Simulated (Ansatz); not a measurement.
AgI2:
```xyz
3
Lattice="4.0550 0.0000 0.0000 0.0000 4.0550 0.0000 0.0000 0.0000 6.8872" Properties=species:S:1:pos:R:3 pbc="T T T"
Ag     0.0000     0.0000     3.4436
I      2.0275     0.0000     5.3029
I      0.0000     2.0275     1.5844
```

This is the r²SCAN-relaxed structure.

### Question
All from r²SCAN (plane waves, PAW; program Ansatz), unless another level is named. Give the electronic character.

### Answer
metallic (no gap).

### Question
Give the formation energy from the elements (no fitted shifts).

### Answer
-0.076 eV/atom.

### Question
Next, the density of states at the Fermi level?

### Answer
0.99 states/eV per atom (mean over ±0.08 eV).

Space group P-4m2. The workflow started from a Materials Project entry (that database holds measured and hypothetical structures alike); the Crystallography Open Database copy checked does not list it. Whether it is the stable phase at ambient conditions was not checked. Symmetry was held in the r²SCAN relaxation; its stability against distortions is not shown here. No spin polarisation was allowed. A crystal of weakly bound layers computed without a dispersion correction: the cell and the soft elastic constants depend strongly on that. With an odd number of electrons in the cell and no spin polarisation, the count alone makes it a metal. The references are the lowest solids computed at this level, not always the standard phases. Spin–orbit coupling is left out wherever it is not named.

Potentials: the later of the program's two PAW sets.
